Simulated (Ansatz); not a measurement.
**MgO with Cd replacing Mg: gradients before and after relaxing the atoms**

Start: a supercell of MgO (rock salt type, Fm-3m) built from a refined structure from the COD (the entry's cell lengths or inner coordinates differ somewhat from later room-temperature determinations), with all atoms left at the host's positions.

```cif
data_Mg26CdO27
_symmetry_space_group_name_H-M 'Fm-3m'
_symmetry_Int_Tables_number 225
_cell_length_a 12.6510
_cell_length_b 12.6510
_cell_length_c 12.6510
_cell_angle_alpha 90.000
_cell_angle_beta 90.000
_cell_angle_gamma 90.000
loop_
_atom_site_label
_atom_site_type_symbol
_atom_site_symmetry_multiplicity
_atom_site_Wyckoff_symbol
_atom_site_fract_x
_atom_site_fract_y
_atom_site_fract_z
Cd Cd 4 a 0.0000 0.0000 0.0000
Mg2 Mg 48 h 0.1667 0.1667 0.0000
Mg5 Mg 32 f 0.3333 0.1667 0.1667
Mg15 Mg 24 e 0.5000 0.5000 0.3333
O28 O 32 f 0.1667 0.1667 0.1667
O30 O 24 e 0.5000 0.5000 0.1667
O32 O 48 i 0.5000 0.3333 0.3333
O41 O 4 b 0.5000 0.5000 0.5000
```

One atom of each set is listed; the run and its k-mesh use a cell of 54 atoms with edges of 8.95, 8.95, 8.95 Å.

Method: Kohn–Sham DFT in Ansatz, PBE, plane waves and PAW, scalar-relativistic, 420 eV cutoff, Γ-centred 3×3×3 k-points, Fermi–Dirac smearing 0.01 eV.

The largest force at the start is 2.6 eV/Å. Relaxing the ions at fixed cell moves them by 0.118 Å at most (atom 34, O) and 0.041 Å rms.

```csv
site,moved (Å),first shell before,first shell after,V_zz before (10²¹ V/m²),η before
Cd,0.000,6 O at 2.11 Å,6 O at 2.23 Å,0.00,–
Mg2,0.019,6 O at 2.11 Å,6 O at 2.09–2.12 Å,0.047,0.14
Mg15,0.019,6 O at 2.11 Å,6 O at 2.01–2.11 Å,-0.042,0.00
O28,0.003,6 Mg at 2.11 Å,6 Mg at 2.11 Å,0.079,0.00
O30,0.118,"5 Mg at 2.11 Å, 1 Cd at 2.11 Å","5 Mg at 2.01–2.12 Å, 1 Cd at 2.23 Å",0.53,0.00
O32,0.001,6 Mg at 2.11 Å,6 Mg at 2.09–2.11 Å,-0.026,0.39
```

Task: What are V_zz and η after the relaxation?

Result: 

```json
{"site": "Cd", "V_zz after": "0.00", "η after": "–", "change of V_zz": "0.00"}
{"site": "Mg2", "V_zz after": "0.27", "η after": "0.62", "change of V_zz": "+0.23"}
{"site": "Mg15", "V_zz after": "-0.61", "η after": "0.00", "change of V_zz": "-0.57"}
{"site": "O28", "V_zz after": "0.17", "η after": "0.00", "change of V_zz": "+0.09"}
{"site": "O30", "V_zz after": "1.15", "η after": "0.00", "change of V_zz": "+0.62"}
{"site": "O32", "V_zz after": "-0.66", "η after": "0.25", "change of V_zz": "-0.63"}
```

The largest change of V_zz is on O32, from -0.026 to -0.66. In per cent, |V_zz| changes by +117 on O (all sites that start above 0.5). Other sites with |V_zz| of 0.02 or less aren't listed.

The defect repeats with the cell of 54 atoms, so it feels its images: sites between two images don't show the values beside a lone defect, and zeros or small values of η there can come from the images' arrangement. Without spin–orbit coupling (the program notes it for Cd) the gradients are little affected as a rule: paired runs on crystals with a gap mostly move them by under 2 % at such atoms.
Before: The cell keeps the host's lattice, where the PBE pressure is 8 GPa. The neighbours have not yet relaxed around the defect (largest force 2.6 eV/Å), so a real crystal will differ.
After: The relaxation keeps the site symmetry m-3m of the start, so the impurity can't leave its site; a start off the site could end lower. The cell keeps the host's lattice, where the PBE pressure is 7 GPa.
